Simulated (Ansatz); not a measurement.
ZrMo (rock salt, Fm-3m) under volume change, DFT-PBEsol in the program Ansatz with PAW potentials, scaled uniformly.

```csv
V (Å³/atom),E − E(relaxed) (meV/atom),P (GPa)
18.124,74.2,14.26
18.722,[?],[?]
19.319,7.5,4.10
19.917,0.0,0.00
20.514,[?],[?]
21.112,25.8,-6.60
21.709,55.5,-9.23
```

### Question
Complete the blanks.

### Answer

- 20.514, E − E(relaxed) (meV/atom): 6.8
- 20.514, P (GPa): -3.55
- 18.722, E − E(relaxed) (meV/atom): 31.4
- 18.722, P (GPa): 8.83

### Question
What does a third-order Birch–Murnaghan fit give for V₀, B₀ and B′?

### Answer
V₀ = 19.92 Å³/atom, B₀ = 126 GPa, B′ = 3.8.

The start of the workflow was typed in or built on a structure type; neither database checked (COD, Materials Project) lists it. Its standing as an ambient phase is unchecked. The cell was relaxed with PBEsol under the symmetry of its start. At this level the phase is mechanically unstable. The run is not spin-polarised. Its formation energy is positive at this level, so the cell may be metastable or incomplete.

Potentials: the later of the program's two PAW sets.
